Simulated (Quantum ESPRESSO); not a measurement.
```xyz
3
Lattice="-1.9234 1.9234 3.4425 1.9234 -1.9234 3.4425 1.9234 1.9234 -3.4425" Properties=species:S:1:pos:R:3 pbc="T T T"
O      0.0000     0.0000     2.7051
O      0.0000     0.0000     4.1800
Ba     0.0000     0.0000     0.0000
```

The PBEsol cell relaxed from Materials Project entry mp-1105 was given an isotropic strain of +2 % on all lattice vectors, and the atoms were relaxed again.

Task: What does PBEsol (pw.x of Quantum ESPRESSO, ONCV potentials, no spin-orbit coupling) give for the electronic structure near the Fermi level?

Result: The PBEsol gap is direct, 2.07 eV at Z.
